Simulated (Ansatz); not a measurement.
## Spin spirals in MnBr2 (P-3m1)

The geometry is a structure as deposited in COD (the entry's cell lengths or inner coordinates differ somewhat from later room-temperature determinations), held fixed and not relaxed.

Settings: LDA, 7×7×6 k mesh, Fermi–Dirac smearing of 0.03 eV. PAW means Ansatz 0.2.0 on its default frozen-core files; LAPW is all-electron LAPW in Ansatz 0.2.0. Site moments are integrated in spheres about the atoms, whose radii differ between the methods.

The reference run was typed so:

```yaml
crystal:
  lattice:
    - [3.82, 0.0, 0.0]
    - [-1.91, 3.3082170425, 0.0]
    - [0.0, 0.0, 6.19]
  atoms:
    - { symbol: Mn, position: [0.0, 0.0, 0.0], spin: 4.4, spin_axis: [1.0, 0.0, 0.0] }
    - { symbol: Br, position: [0.3333333333, 0.6666666667, 0.25] }
    - { symbol: Br, position: [0.6666666667, 0.3333333333, 0.75] }
magnetization:
  noncollinear: true
  spin_spiral: { q: [0.0, 0.0, 0.0] }
kpoints:
  mp_grid: { grid: [7, 7, 6] }
scf:
  occupations: { method: fermi_dirac, width: 0.03 }
  lower_state_search: "off"
hamiltonian:
  xc: lda
  pseudopotentials: { kind: paw }
output:
  eigenvalues: false
```

Command: `ansatz run input.yaml --threads 2 --pin off --max-ram 6144MiB --backend cpu --events-out ev --progress --plain --runs-dir out`

The input for «spiral at 0.333 of the way from Γ to A» by LAPW differs from it in these lines, output keys apart:

```diff
-  spin_spiral: { q: [0.0, 0.0, 0.0] }
+  spin_spiral: { q: [0.0, 0.0, 0.1666666667] }
-  mp_grid: { grid: [7, 7, 6] }
+  mp_grid: { grid: [7, 7, 6], shift: [0.0, 0.0, 0.5] }
-  pseudopotentials: { kind: paw }
+  pseudopotentials: { kind: all_electron, lapw: { basis_error: 0.001 } }
```

Flat spirals without spin–orbit coupling: moments start in the xy plane and turn about z by q·R from cell to cell, and their directions inside a cell are free. q runs from Γ to A = (0.000, 0.000, 0.500) in reciprocal cell vectors. Energies count from each method's run at q = 0. Each q is a vector of the k mesh, and the mesh is shifted by q/2 where needed, so that both spin components are sampled on the same points as at q = 0.

| fraction of Γ–A | q (1/Å) | ΔF PAW (meV/cell) | ΔF LAPW (meV/cell) | largest moment, PAW (μB) |
| --- | --- | --- | --- | --- |
| 0.000 | 0.000 | 0.0 | 0.0 | 4.38 |
| 0.333 | 0.169 | -1.4 | -1.4 | 4.38 |
| 0.667 | 0.338 | ? | – | 4.38 |
| 1.000 | 0.508 | -5.6 | -5.6 | 4.38 |

Q: Fill in "ΔF PAW (meV/cell)" for the row "0.667".

A: -4.3.

The lowest point lies at 1.000 of the way, 5.6 meV/cell under q = 0, so the antiferromagnetic state at the zone boundary wins along this line.

Q: A further pair of PAW runs: cone of 30 degrees at 1 of the way from Γ to A (directions held, energy taken at the target), against the same at q = 0. What is the energy difference?

A: -1.4 meV/cell, with a largest moment of 4.38 μB.

The PAW files were made with PBE; the program remakes their cores once for the run's functional and then keeps them frozen. The Ansatz runs typed with the search for lower states off end where their start leads. The magnetic state is the one that this cell and start allow. It needn't be the compound's measured order, which may need a larger cell or be absent.
